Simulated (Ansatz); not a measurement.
Below is a relaxed structure of TaRu₂. The cell was found from a structure generator's guess, not taken from experiment.

Method: DFT PBE, scalar-relativistic, plane waves, PAW (Ansatz). Cutoff 420 eV, Γ-centred mesh, Gaussian smearing, no spin polarisation.

```yaml
crystal:
  lattice:
    - [-1.56569, 1.56569, 4.79047]
    - [1.56569, -1.56569, 4.79047]
    - [1.56569, 1.56569, -4.79047]
  atoms:
    - { symbol: Ta, position: [0.50000, 0.50000, 0.00000] }
    - { symbol: Ru, position: [0.84597, 0.84597, 0.00000] }
    - { symbol: Ru, position: [0.15403, 0.15403, 0.00000] }
```

Energies over the elements count from the elements' standard structures at the same level, with no fitted energy shifts.

Problem. What space group does it have?

Solution. I4/mmm (No. 139), with Ta and Ru ordered on bcc sites. Conventional cell: a = 3.131 Å, c = 9.581 Å. Ta is surrounded by 8 Ru at 2.66 Å, 4 Ta at 3.13 Å and 2 Ru at 3.31 Å; Ru has 4 Ta at 2.66 Å, 5 Ru at 2.88–2.95 Å, 4 Ru at 3.13 Å and 1 Ta at 3.31 Å.

Problem. How far does it lie from the elements in energy?

Solution. −0.05 eV/atom.

Problem. Is it a metal?

Solution. Yes, bands cross the Fermi level on the 20×20×20 mesh.

The last run used a 20×20×20 mesh for its 3-atom cell and Gaussian smearing of 0.10 eV. These runs have no spin–orbit coupling, which can matter for Ta. Symmetry constrained the relaxation, so the result can be a saddle point. Another cell of TaRu2 relaxed alike, in P-62m, lies 40 meV/atom lower, so this cell isn't the stable form at this level.
